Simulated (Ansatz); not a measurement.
AlN (wurtzite), relaxed with PBE (Ansatz, an electronic-structure program, plane waves, PAW): a = b = 3.130 Å, c = 5.017 Å, α = β = 90.00°, γ = 120.00°.

```
Item            Value
--------------  -----
gap (eV)         4.04
ΔH_f (eV/atom)  -1.36
```

Question: The same phase is relaxed and computed with r²SCAN in the same code. What are the cell and these values now?

Answer: a = 3.107 Å, b = 3.107 Å, c = 4.978 Å, α = 90.00°, β = 90.00°, γ = 120.00°.

gap (eV): 4.87
ΔH_f (eV/atom): -1.62

All cells were relaxed under the symmetry of their starts (and spin orders); stability against distortions was not tested throughout.

Potentials: the earlier of the program's two PAW sets.

Ansatz is a plane-wave DFT program.

Formation energies count from the lowest solids of the elements computed at the same level, not from gases.
